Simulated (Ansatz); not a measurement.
Here is the system:

LiCl:
```
LiCl
1.0
    0.00000     2.55724     2.55724
    2.55724     0.00000     2.55724
    2.55724     2.55724     0.00000
Li Cl
1 1
Direct
  0.00000   0.00000   0.00000
  0.50000   0.50000   0.50000
```

This is the HSE06-relaxed structure.

**Question.** All from DFT-HSE06 in the program Ansatz with PAW potentials, unless another level is named. Predict the band gap.

**Answer.** 7.78 eV (smallest direct gap 7.78 eV).

**Question.** Give the conduction-band minimum.

**Answer.** at Γ.

**Question.** And the valence-band maximum?

**Answer.** on the K–Γ line, 83 % of the way from K.

Space group Fm-3m (rock salt). The cell was relaxed with HSE06 under the symmetry of its start. The hybrid was solved on a coarse mesh, the path and, where they were found, the r²SCAN edge points; its band edges are the extreme levels among these.

Potentials: the later of the program's two PAW sets.
